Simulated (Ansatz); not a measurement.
An Ansatz (an electronic-structure program) run. Input:

Ansatz 0.2 input:
```yaml
crystal:
  lattice:
    - [2.7137169299, 0.0, 0.0]
    - [0.0, 2.7137169299, 0.0]
    - [0.0, 0.0, 4.1000385897]
  atoms:
    - { symbol: Pt, position: [0.0, 0.0, 0.0] }
    - { symbol: W, position: [0.5, 0.5, 0.5] }
kpoints:
  mp_grid: { grid: [15, 15, 10] }
hamiltonian:
  xc: pbesol
  pseudopotentials: { kind: paw }
scf:
  occupations: { method: fermi_dirac, width: 0.1 }
phonons:
  method: dfpt
  response_accuracy: low
  eigenvectors: true
  rigid_motions: translations
```

Output (shortened):

```
Pseudopotential: Pt, paw, valence charge 18
Pseudopotential: W, paw, valence charge 14
Functional definition: PBEsol
Crystal: 2 atoms, lattice volume = 30.194 Å³
Basis set: ecut = 420 eV, 601 PW (Γ), exchange–correlation on 40×40×60 points (8 copies of the dense FFT grid, shifted against one another)
Bands: 20, of which v1, the nominal top of the filled ones, is band 16 counted from 1 (15 counted from 0)
Symmetry: 16 space group operations
k-points: 384 of 2250 (irreducible under 8 space group operations)
SCF iter   1: F=—  HF=-22640.812024 eV  |F-HF|=—  |Δ(HF+E_count)|=         —  Δρ=7.21e-3  dr2=1.09e-2  ethr=1.77e-3  ⟨swp⟩=4.5  Hψ=30338  notcnv=0
preconditioner: auto → none
SCF iter   2: F=—  HF=-22640.811485 eV  |F-HF|=—  |Δ(HF+E_count)|=   5.38e-4  Δρ=3.80e-3  dr2=2.89e-3  ethr=3.42e-5  ⟨swp⟩=2.0  Hψ=12484  notcnv=0
SCF iter   3: F=—  HF=-22640.810789 eV  |F-HF|=—  |Δ(HF+E_count)|=   6.96e-4  Δρ=3.75e-4  dr2=2.67e-5  ethr=9.02e-6  ⟨swp⟩=2.0  Hψ=10753  notcnv=0
SCF iter   4: F=—  HF=-22640.810783 eV  |F-HF|=—  |Δ(HF+E_count)|=   6.14e-6  Δρ=9.23e-5  dr2=2.07e-6  ethr=8.33e-8  ⟨swp⟩=2.0  Hψ=12766  notcnv=0
SCF iter   5: F=—  HF=-22640.810788 eV  |F-HF|=—  |Δ(HF+E_count)|=   4.98e-6  Δρ=2.42e-5  dr2=1.53e-7  ethr=6.46e-9  ⟨swp⟩=2.5  Hψ=12603  notcnv=0
SCF iter   6: F=—  HF=-22640.810788 eV  |F-HF|=—  |Δ(HF+E_count)|=   5.99e-9  Δρ=4.41e-6  dr2=4.59e-9  ethr=4.77e-10  ⟨swp⟩=2.8  Hψ=11590  notcnv=0
SCF iter   7: F=—  HF=-22640.810788 eV  |F-HF|=—  |Δ(HF+E_count)|=  2.62e-10  Δρ=5.40e-7  dr2=3.89e-11  ethr=1.43e-11  ⟨swp⟩=1.9  Hψ=11721  notcnv=0
SCF iter   8: F=-22640.810788 eV  HF=-22640.810788 eV  |F-HF|=0.00e0  |Δ(HF+E_count)|=    0.00e0  Δρ=5.92e-8  dr2=6.62e-13  ethr=1.00e-12  ⟨swp⟩=5.9  Hψ=33306  notcnv=0
SCF 1 converged in 8 iterations: F = -22640.810788 eV  dr2 = 6.62e-13
DFPT response loops at Γ: preconditioner auto → Kerker (q_TF=auto, 2.755 Å⁻¹) (partly filled bands, converged f_vac=0.000) …
SCF converged after 8 iterations
Free energy (F): -22640.810788 eV
Harris-Foulkes:  -22640.810788 eV  (|F-HF|=0.00e0)
Internal energy: -22640.757738 eV  (E = F + TS)
E sigma→0 (E₀):  -22640.784263 eV
Entropy (-TS):   -0.053049 eV (-26.525 meV/atom)
Fermi energy:    23.996814 eV
--- Per-component energies (eV) ---
  E_band       = -202.018424
  E_kinetic    = 1089.209003
  E_local      = -2099.852627  (includes V_loc(G=0)·N_el)
  E_nonlocal   = 204.232588
  E_hartree    = 782.469314
  E_xc         = -526.810932
  E_vxc        = -542.734211  (∫ρ·V_xc dr)
  E_paw        = -17751.923725  (= ΣΔE_a)
  E_vpaw       = -417.811906  (= ΣTr[D̂ρ^β])
  E_aug_tail   = 0.000120  (compensation charges beyond the density's cutoff)
  E_ewald      = -4338.590254
  E_core_change = 0.508773  (= ΣΔE_core)
  E_smearing   = -0.053049  (= −TS)
  E_closure    = 0.000000  (closes the sum)
  Σ components = -22640.810788   (vs F -22640.810788, Δ=0.00e0)
  [band-id]    e_kinetic+e_local+e_nonlocal+2·e_hartree+e_vxc+e_vpaw+e_augmentation_tail = -202.018404   (vs E_band -202.018424, Δ=2.01e-5)
--- Band table (eV; the first three rows and the last of 384) ---
  k-point 0: bands = ["-75.5088", "-50.3813", "-29.7271", "-29.5102", "-29.5102", "-14.7107", "-14.1153", "-14.1153", "13.2843", "16.3903", "16.9479", "20.3905", "20.3905", "20.7838", "22.3915", "22.9301", "24.8885", "27.2694", "27.2694", "27.9554"]
  k-point 1: bands = ["-75.5088", "-50.3813", "-29.7267", "-29.5102", "-29.5102", "-14.7143", "-14.1156", "-14.1156", "13.4190", "16.4393", "16.9861", "20.4451", "20.4451", "20.7058", "22.3993", "22.6924", "24.5158", "27.0504", "27.0504", "27.9368"]
  k-point 2: bands = ["-75.5088", "-50.3814", "-29.7256", "-29.5101", "-29.5101", "-14.7237", "-14.1163", "-14.1163", "13.8115", "16.5639", "17.0928", "20.4971", "20.5981", "20.5981", "21.9747", "22.4198", "23.7677", "26.5139", "26.5139", "27.8881"]
  k-point 383: bands = ["-75.4788", "-50.2495", "-29.7906", "-29.7904", "-29.6631", "-14.9591", "-14.9584", "-14.5220", "17.3299", "18.6141", "18.6923", "18.7549", "20.3167", "20.6508", "21.0635", "23.9132", "24.6702", "29.8491", "30.3910", "32.6133"]
--- Phonons (Γ-DFPT): 4 representative perturbations + reference, on 384 of 2250 k-points (Σ response iterations 10) ---
  ASR residual: 1.780e-3 → 0.000e0 eV/Å²; symmetrization residual: 1.780e-4 eV/Å²
  ASR residual per site (eV/Å²): 6.83e-4 1.78e-3
  Γ frequencies (cm⁻¹): 0.00 0.00 0.00 110.80 110.80 164.90
  non-analytic LO–TO correction: not included (Born effective charges unavailable; polar crystals: no LO–TO splitting at Γ)
```

Cost: around 70 core-seconds (rough) on shared cores.

Space group P4/mmm (L1₀ or tetragonal B2). The start of the workflow was typed in or built on a structure type; neither database checked (COD, Materials Project) lists it. Its standing as an ambient phase is unchecked. Symmetry was held in the PBEsol relaxation; whether a distortion lowers the energy is not shown. The run is not spin-polarised. As this level gives no gap, phonon frequencies hold no LO–TO term and depend on the k-mesh and smearing (Fermi–Dirac, 0.1 eV here). Scalar-relativistic: spin–orbit coupling is off unless named, which matters more the heavier the elements.

Potentials: the later of the program's two PAW sets.

Ansatz is a plane-wave DFT program.
